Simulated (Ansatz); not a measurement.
# 5 guesses for Ni2Cl and where they end

The calculation used DFT PBE, scalar-relativistic, plane waves, PAW (Ansatz). Settings: cutoff 420 eV, Γ-centred meshes spaced at most about 0.3 Å⁻¹, and about 0.25 Å⁻¹ or finer for metals (2π included), Gaussian smearing. Collinear spin in cells that started with moments and kept them past the coarse steps, no spin elsewhere.

Each guess was relaxed in cell and atoms at zero pressure, within the symmetry of its start. Temperature and zero-point effects are left out. Coordination counts Cl atoms around Ni (those within 1.25 times the shortest such distance or 1.15 times the sum of covalent radii; the shortest distance is added where it is long for a bond; a slash parts the counts of unlike sites).

```
guess   made from  start group  V start (Å³/atom)                    end group  V end (Å³/atom)  coordination at the end  gap on mesh (eV)  largest moment (μB)  E over the lowest end (meV/atom)
    1  Te2Mo type        P-6m2               21.7                        P-6m2             14.7                     Ni 3                 0                  0.9                               329
    2  TmNi2 type        Fd-3m               16.6                            ?                ?                        ?                 ?                    ?                                 ?
    3  CoCl2 type        P-3m1               21.7  P-3m1 (anti-cadmium iodide)             13.9                     Ni 3                 0                  0.5                                 0
    4  LaCu2 type       P6/mmm               17.9                       P6/mmm             14.3          Ni 6 from 2.8 Å                 0                  0.7                               492
    5  Cu2Se type        F-43m               15.1                        F-43m             15.2        Ni 4/6 from 2.8 Å                 0                  0.7                               363
```

Guess 2 as it starts:

```
Ni Cl
1.0
     0.00000    3.67823    3.67823
     3.67823    0.00000    3.67823
     3.67823    3.67823    0.00000
Ni Cl
4 2
Direct
  0.12500 0.12500 0.12500
  0.62500 0.12500 0.12500
  0.12500 0.12500 0.62500
  0.12500 0.62500 0.12500
  0.50000 0.50000 0.50000
  0.75000 0.75000 0.75000
```

Problem. Predict the end of this guess and its energy over the lowest end.

Solution. It ends in space group Fd-3m (No. 227), with a = 7.045 Å, 14.6 Å³/atom and no gap, with moments up to 0.8 μB. It lies 0.44 eV/atom over the lowest end, above guess 5 and below guess 4. Counting Cl atoms around Ni, this end has Ni 6 from 2.9 Å and the lowest (guess 3) has Ni 3.

```
Ni Cl
1.0
     0.00000    3.52243    3.52243
     3.52243    0.00000    3.52243
     3.52243    3.52243    0.00000
Ni Cl
4 2
Direct
  0.12500 0.12500 0.12500
  0.62500 0.12500 0.12500
  0.12500 0.12500 0.62500
  0.12500 0.62500 0.12500
  0.50000 0.50000 0.50000
  0.75000 0.75000 0.75000
```

Energies over the elements count from the elements' standard structures at the same level (Cl₂ as a molecule), with no fitted energy shifts.

Problem. Is the lowest end bound against the elements?

Solution. No: its formation energy is +0.24 eV/atom. It can't be a ground state, since the elements alone are lower.

No Hubbard U is applied to the 3d shell of Ni. Another magnetic order may lie lower. Cells relaxed within their symmetry can be saddle points. A lower structure may well exist outside this small set. Some types were kept out of the candidates beforehand, so the set may lack a known form.
